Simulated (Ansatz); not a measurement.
Consider the following.

LiTaO₃:
```cif
data_LiO3Ta
_chemical_formula_sum 'Ta1 Li1 O3'
_space_group_name_H-M_alt 'P 1'
_space_group_IT_number 1
_cell_length_a 3.91993
_cell_length_b 3.91993
_cell_length_c 4.00237
_cell_angle_alpha 90.000
_cell_angle_beta 90.000
_cell_angle_gamma 90.000
loop_
_space_group_symop_operation_xyz
  'x, y, z'
loop_
_atom_site_label
_atom_site_type_symbol
_atom_site_fract_x
_atom_site_fract_y
_atom_site_fract_z
_atom_site_occupancy
Ta1 Ta 0.50000 0.50000 0.40910 1
Li1 Li 0.00000 0.00000 0.15094 1
O1 O 0.50000 0.50000 0.86630 1
O2 O 0.50000 0.00000 0.33983 1
O3 O 0.00000 0.50000 0.33983 1
```

This is the PBEsol-relaxed structure.

### Question
All from DFT-PBEsol in the program Ansatz with PAW potentials, unless another level is named. Estimate the largest static χ(2) component.

### Answer
26 pm/V.

### Question
What about the electronic dielectric constant ε∞ (DFPT)?

### Answer
4.56 (xx = yy), 4.35 (zz).

### Question
What about the Born charges (a third of the trace)?

### Answer
Ta +7.31, Li +1.08, O -2.90 to -2.59 e.

### Question
Predict the static dielectric constant ε0 (ions relaxed, cell fixed).

### Answer
39.4 (xx = yy), 14.8 (zz).

Space group P4mm. The start of the workflow was typed in or built on a structure type; neither database checked (COD, Materials Project) lists it. It is not the phase usual at ambient conditions (space group No. 161). The cell was relaxed with PBEsol under the symmetry of its start. At this level the phase is dynamically unstable (imaginary phonons). No spin polarisation was allowed. Spin–orbit coupling is left out wherever it is not named.

Potentials: the later of the program's two PAW sets.
